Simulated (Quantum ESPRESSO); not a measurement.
# Planted mistakes on one cell of Ti2NbO5F3

Calculated results; nothing here was measured. They come from pw.x of Quantum ESPRESSO 7.5, a plane-wave density functional program, with PseudoDojo standard norm-conserving files (v0.5 for PBE, v0.4.1 for LDA and PBEsol). The cells are made up: elements, strain and atom displacements were drawn at random, and nothing was relaxed. There is no spin polarisation, spin-orbit coupling or dispersion term.

The cell has 12 sites of a rutile lattice (two cells along c). Sites 1 to 4 hold Ti empty Ti Nb; sites 5 to 12 hold O F O F O O F O. Cell vectors in Å: (4.635, 0.059, 0.016); (0.059, 4.566, 0.037); (0.021, 0.048, 5.880). Settings: PBE, cutoff 1143 eV, 5 x 5 x 4 k mesh shifted by half a step, Fermi-Dirac smearing of 0.025 eV.

The intended run has a self-consistency threshold of 1e-07 eV, a smearing term of 0.000 eV, a pressure of 7.59 GPa and 20 iterations. Each further run changes one thing: all lengths scaled by 0.9819; atoms of sites 10 and 11 exchanged; cutoff 594 eV; files of PBEsol; k mesh 2 x 2 x 2; one electron added; smearing 0.8 eV; threshold 0.2 eV. A coarse mesh keeps the shift, and a charged cell sits in a uniform background.

| run | change of free energy (eV) | smearing term -TS (eV) | change of P (GPa) | largest change of a force component (eV/Å) | iterations |
| --- | --- | --- | --- | --- | --- |
| A | -2.056 | 0.000 | -0.83 | 5.536 | 20 |
| B | 0.133 | 0.000 | 2.72 | 0.151 | 10 |
| C | -2.807 | -7.514 | 7.61 | 2.262 | 21 |
| D | 18.475 | 0.000 | -6.13 | 0.199 | 21 |
| E | 0.576 | 0.000 | 13.17 | 0.687 | 20 |
| F | 9.664 | -0.020 | 21.17 | 1.272 | 21 |
| G | -0.009 | 0.000 | -0.06 | 0.099 | 20 |
| H | 20.003 | 0.000 | -99.95 | 0.282 | 21 |

A rerun of the intended cell at 1467 eV and k mesh 7 x 7 x 6 moved values by no more than 0.004 eV in the cell's energy, 0.04 GPa in stress and 0.002 eV/Å in force.

Question: which change belongs to which run?

## Worked reading

Run B has the fewest iterations, as a run stopped early does. Run C has the largest smearing term, as wide smearing gives. Run H has a higher energy and the largest fall in pressure, as too small a basis gives. Run E changes the volume by a factor of 0.9467; minus its pressure change over the logarithm of that factor, 240 GPa, is a rough bulk modulus with clamped atoms. Energies from files of another functional, or of a charged cell, have another zero and say nothing on stability; the pressure of a charged cell rests on the program's zero of potential too.

## Key

```
run,change
A,atoms of sites 10 and 11 exchanged
B,threshold 0.2 eV
C,smearing 0.8 eV
D,files of PBEsol
E,all lengths scaled by 0.9819
F,one electron added
G,k mesh 2 x 2 x 2
H,cutoff 594 eV
```